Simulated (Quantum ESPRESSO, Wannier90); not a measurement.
## Wannier functions of TlBr (Cmcm)

```
CELL_PARAMETERS angstrom
      4.41951     0.00000     0.00000
      0.00000     0.00000    -4.97176
     -2.20975     6.22227     0.00000
ATOMIC_POSITIONS crystal
  Tl 0.61107 0.25000 0.22214
  Tl 0.38893 0.75000 0.77786
  Br 0.13674 0.75000 0.27348
  Br 0.86326 0.25000 0.72652
```

Materials Project entry mp-568949; symmetrised, unrelaxed at this level. Not found in the COD (Crystallography Open Database) copy used, which has the formula in other groups; not checked further. Level: PBEsol, no spin polarisation, no spin-orbit coupling; pw.x of Quantum ESPRESSO at 50 Ry with PseudoDojo potentials, 6×6×6 k-points, Wannier90. Density: 8×6×8 mesh, cold smearing 0.01 Ry. Spin-orbit coupling is left out although heavy elements are present.

Functional, cutoff and mesh named above are those of the base row (6×6×6); the first column says what each row takes instead. Model: 10 functions from bands 1-2,13-20, start SCDM (isolated) (the valence bands). Energies are relative to the valence-band maximum; the misfit is to pw.x on a path, for all bands of the set. Only the mesh of Bloch states changes. Ω_total can sit in another minimum from row to row; Ω_I of an isolated set cannot.

```json
[
 {"mesh": "2×2×2", "Ω_I (Å²)": "12.65", "Ω_total (Å²)": "14.79", "rms misfit (meV)": "51", "k-points (cost)": "8", "rough cost of nscf and overlaps (first row = 1)": "1.0"},
 {"mesh": "3×3×3", "Ω_I (Å²)": "14.88", "Ω_total (Å²)": "16.96", "rms misfit (meV)": "30", "k-points (cost)": "27", "rough cost of nscf and overlaps (first row = 1)": "2.4"},
 {"mesh": "4×4×4", "Ω_I (Å²)": "15.85", "Ω_total (Å²)": "17.81", "rms misfit (meV)": "7.5", "k-points (cost)": "64", "rough cost of nscf and overlaps (first row = 1)": "5"},
 {"mesh": "5×5×5", "Ω_I (Å²)": "16.36", "Ω_total (Å²)": "18.24", "rms misfit (meV)": "4.7", "k-points (cost)": "125", "rough cost of nscf and overlaps (first row = 1)": "9"},
 {"mesh": "6×6×6", "Ω_I (Å²)": "16.68", "Ω_total (Å²)": "18.52", "rms misfit (meV)": "1.6", "k-points (cost)": "216", "rough cost of nscf and overlaps (first row = 1)": "15"},
 {"mesh": "7×7×7", "Ω_I (Å²)": "16.88", "Ω_total (Å²)": "18.68", "rms misfit (meV)": "1.1", "k-points (cost)": "343", "rough cost of nscf and overlaps (first row = 1)": "25"}
]
```
